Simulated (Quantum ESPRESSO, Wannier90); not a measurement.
## KBr (rock salt), plane waves to Wannier functions

```
begin unit_cell_cart
ang
    0.0000000000    3.2945400000    3.2945400000
    3.2945400000    0.0000000000    3.2945400000
    3.2945400000    3.2945400000    0.0000000000
end unit_cell_cart
begin atoms_frac
K    0.0000000000  0.0000000000  0.0000000000
Br   0.5000000000  0.5000000000  0.5000000000
end atoms_frac
```

Cell from Materials Project (mp-23251), symmetrised, no further relaxation. COD (Crystallography Open Database) has an entry of this formula and space group (matched by these alone). Method: PBE plane waves in Quantum ESPRESSO 7.5 (PseudoDojo norm-conserving files, 60 Ry, no spin polarisation, no spin-orbit coupling), Bloch states on a 8×8×8 mesh through Γ, Wannier90 4.0.1. Density: 8×8×8 mesh, cold smearing 0.01 Ry. Spin-orbit coupling, left out, would split the p-like bands by a few tenths of an eV.

Bands 2,6-8 form an isolated set from -12.48 to 0.00 eV relative to the valence-band maximum (on the path) and are turned into 4 Wannier functions by minimising the spread from the start: sp3 on Br. Bands 3–5 (K 3p 95 %, Br 4s 4 %) lie between the kept ones and are excluded.

Centres (Cartesian, Å; one of the equivalent choices) and spreads:

```json
[
 {"n": "1", "x": "3.542", "y": "3.542", "z": "3.542", "spread (Å²)": "1.718", "nearest atom": "Br2"},
 {"n": "2", "x": "3.542", "y": "3.047", "z": "3.047", "spread (Å²)": "1.718", "nearest atom": "Br2"},
 {"n": "3", "x": "3.047", "y": "3.542", "z": "3.047", "spread (Å²)": "1.718", "nearest atom": "Br2"},
 {"n": "4", "x": "3.047", "y": "3.047", "z": "3.542", "spread (Å²)": "1.718", "nearest atom": "Br2"}
]
```

Ω_I = 6.15 Å², Ω_total = 6.87 Å²; the interpolated bands follow pw.x to 0.0 meV rms on the path. It is the lowest total spread that any start reached here.
